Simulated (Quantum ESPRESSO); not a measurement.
Simulation results for AlZnGaSiN4 (made-up cell)

All values are calculated (Quantum ESPRESSO 7.5). Calculation on a made-up crystal cell, not a measurement: periodic Kohn-Sham density functional theory in plane waves with PseudoDojo standard norm-conserving scalar-relativistic pseudopotentials, each functional with its own files (v0.5 for PBE, v0.4.1 for LDA and PBEsol), no spin polarisation, no spin-orbit coupling, atoms not relaxed, stress positive in tension, energies less a fixed whole-eV offset for each atom's element; levels are Kohn-Sham levels at fractions of this cell's reciprocal vectors, counted from the reference band (half the neutral cell's valence electrons, rounded up) at Gamma; error bars cover cutoff and k-mesh only, not smearing or the files; added strain carries the atoms with the cell, and shear is the tensor component; each bar is the largest change over components, and at least 0.002 eV, 0.002 eV per angstrom or 0.02 GPa; energies are for the whole cell, and the offsets were chosen from early runs and are not element reference energies.

### AlZnGaSiN4 (made-up cell)

Unstrained structure:
```
cell vectors (Å)
   4.3595    -0.0072     0.0061
  -0.0072     4.3056     0.0014
   0.0061     0.0014     4.4229
atoms (fractions of the cell vectors)
Ga -0.00828  0.00018 -0.01401
Si -0.00059  0.49587  0.49714
Zn  0.50441 -0.00528  0.48657
Al  0.49512  0.50340  0.00850
N   0.25222  0.25561  0.24572
N   0.24164  0.74424  0.75667
N   0.74961  0.25368  0.75588
N   0.74501  0.76320  0.24667
```

- lattice type: zincblende/diamond
- functional: pbe
- cutoff: 1143 eV
- fermi dirac smearing: 0.025 eV
- scf tolerance: 1e-07 eV
- electrons removed: 0
- added strain kind: uniform
- added strain: -0.0098
- k mesh: 4 x 4 x 4, shifted by half a step
- structure shown: before the added strain of -0.0098
- stress yz: withheld
- stress yy: withheld

Atoms:
```
atoms element  atom site  atom energy offset (eV)
           Ga          1                    -2080
           Si          2                     -115
           Zn          3                    -5687
           Al          4                      -64
            N          5                     -283
            N          6                     -283
            N          7                     -283
            N          8                     -283
```

## Withheld values
1. Give the missing stress yz for AlZnGaSiN4 (made-up cell).
2. What stress yy does the calculation give for AlZnGaSiN4 (made-up cell)?

Calculated values
1. 0.06889 GPa
2. -20.21 GPa

Further results for AlZnGaSiN4 (made-up cell):

- free energy less offsets: -3.279 eV
- smearing term minus ts: 0 eV
- scf iterations: 12
- pressure: 18.43 GPa
- stress xx: -19.66 GPa
- stress zz: -15.42 GPa
- stress xz: 3.35 GPa
- stress xy: 3.628 GPa
- reference band: 30
- error bar energy: 0.002856 eV
- error bar stress: 0.02 GPa
- error bar force: 0.002 eV/Å
- error bar next band up: 0.002 eV
- error bars from: tighter rerun of this cell

Forces:
```
site  x (eV/Å)  y (eV/Å)  z (eV/Å)
   1    0.9115    0.2366      1.06
   2   0.00208    0.4187      0.28
   3    -1.297    0.8793      1.92
   4    0.4524    0.2256   -0.9107
   5    -2.701     2.232     1.193
   6   -0.7821    -2.716    -1.917
   7    0.6487     3.399    -1.855
   8     2.766    -4.676    0.2292
```

Levels:
```
level k point  next band up (eV)
        Gamma              2.687
(1/2,1/2,1/2)              4.287
   (0.15,0,0)              3.059
   (0,0.15,0)              3.128
   (0,0,0.15)              3.097
```
